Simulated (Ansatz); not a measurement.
**YSe: a film clamped to a substrate**

All numbers below come from Ansatz, DFT r2SCAN, scalar-relativistic, plane waves, PAW. Cutoff 500 eV, Γ-centred 14×14×14 k-points, Gaussian smearing of 0.15 eV. No spin polarisation. Energies are free energies at this smearing, counted from the undisturbed cell; pressure is positive in compression.

The starting cell (as given, not relaxed at this level; it stands at 0.5 GPa, and it needn't be the usual structure):

```xyz
2
Lattice="0.0000 2.8750 2.8750 2.8750 0.0000 2.8750 2.8750 2.8750 0.0000" Properties=species:S:1:pos:R:3 pbc="T T T"
Y     0.0000    0.0000    0.0000
Se    2.8750    2.8750    2.8750
```

The cell (2 atoms, V0 = 47.53 Å³) is strained by p along both x and y and by q along z, fractional coordinates fixed. τp = (1/V0) ∂E/∂p = (σxx + σyy)(1 + p)(1 + q) and τq = (1/V0) ∂E/∂q = σzz(1 + p)², with tension positive.

| p | q | ΔE (meV/atom) | τp (GPa) | τq (GPa) |
| --- | --- | --- | --- | --- |
| 0.000 | 0.000 | 0.00 | -0.91 | -0.45 |
| -0.015 | 0.000 | 10.30 | -8.57 | -1.12 |
| 0.015 | 0.000 | 5.37 | 5.54 | 0.24 |
| 0.000 | -0.015 | 4.77 | -1.59 | -3.93 |
| 0.000 | 0.015 | 2.31 | -0.24 | 2.44 |

Task: Get the second derivatives of the energy density.

Result: Central differences give A = ∂τp/∂p = 470 GPa (C11 + C22 + 2 C12), C = ∂τq/∂q = 213 GPa (C33) and the cross term B = ∂τq/∂p = 45 GPa (C13 + C23); ∂τp/∂q = 45 GPa must equal B, and any difference shows higher-order terms. The ions are clamped. In a cubic crystal C11 = C = 213, C12 = B/2 = 22.6 GPa and A should be 2(C11 + C12) = 470 GPa; the bulk modulus is (C11 + 2 C12)/3 = 86 GPa.

Task: A film of this crystal grows with z along the normal on a substrate that imposes p. How does its thickness respond, and what does the misfit cost?

Result: Count p and q from the stress-free cell. A free surface needs τq = 0, so q = −(B/C) p = -0.21 p. The energy density left is (A − B²/C) p²/2 = M p², with the biaxial modulus M = 230 GPa; a misfit of 1 % costs 3.42 meV/atom, against 3.49 meV/atom if the thickness were held.

At p = 0.030 the energies along q are 35.6 (q = -0.030), 25.5 (q = -0.015), 23.9 (q = 0.000), 29.3 (q = 0.015), 40.5 (q = 0.030) meV/atom.

Task: Does the linear rule hold at this misfit?

Result: A parabola through the lowest point and its neighbours has its minimum at q = -0.004, 23.6 meV/atom. With the stress left in the starting cell, τp0 and τq0, linear elasticity gives q = −(τq0 + Bp)/C = -0.004 and E = V0(τp0 p + τq0 q + Ap²/2 + Bpq + Cq²/2)/N = 27.1 meV/atom. The energies differ by more than a tenth, so the quadratic law fails here: the gap holds the anharmonic part, with some error from the wide steps. Cubic terms also shift the vertex of so wide a parabola.

In a metal these slopes depend on the k mesh and the smearing.